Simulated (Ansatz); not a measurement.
NbP:
```cif
data_Nb2P2
_chemical_formula_sum 'Nb2 P2'
_space_group_name_H-M_alt 'P 1'
_space_group_IT_number 1
_cell_length_a 6.19290
_cell_length_b 6.19290
_cell_length_c 6.19290
_cell_angle_alpha 148.713
_cell_angle_beta 148.713
_cell_angle_gamma 44.834
loop_
_space_group_symop_operation_xyz
  'x, y, z'
loop_
_atom_site_label
_atom_site_type_symbol
_atom_site_fract_x
_atom_site_fract_y
_atom_site_fract_z
_atom_site_occupancy
Nb1 Nb 0.99944 0.99944 0.00000 1
Nb2 Nb 0.74944 0.24944 0.50000 1
P1 P 0.41656 0.41656 0.00000 1
P2 P 0.16656 0.66656 0.50000 1
```

This is the r²SCAN-relaxed structure.

### Question
All from DFT-r²SCAN in the program Ansatz with PAW potentials, unless another level is named. Give the electronic character.

### Answer
no gap, with almost no states at the Fermi level (zero-gap or semimetallic).

### Question
What about the formation energy from the elements (no fitted shifts)?

### Answer
-1.11 eV/atom.

### Question
Next, the gap with spin–orbit coupling?

### Answer
none (metallic).

Space group I4_1md. Symmetry was held in the r²SCAN relaxation. No spin polarisation was allowed. A small band overlap can be real or an error of a semilocal functional. The references are the lowest solids computed at this level, not always the standard phases. Scalar-relativistic: spin–orbit coupling is off unless named, which matters more the heavier the elements.

Potentials: the later of the program's two PAW sets.
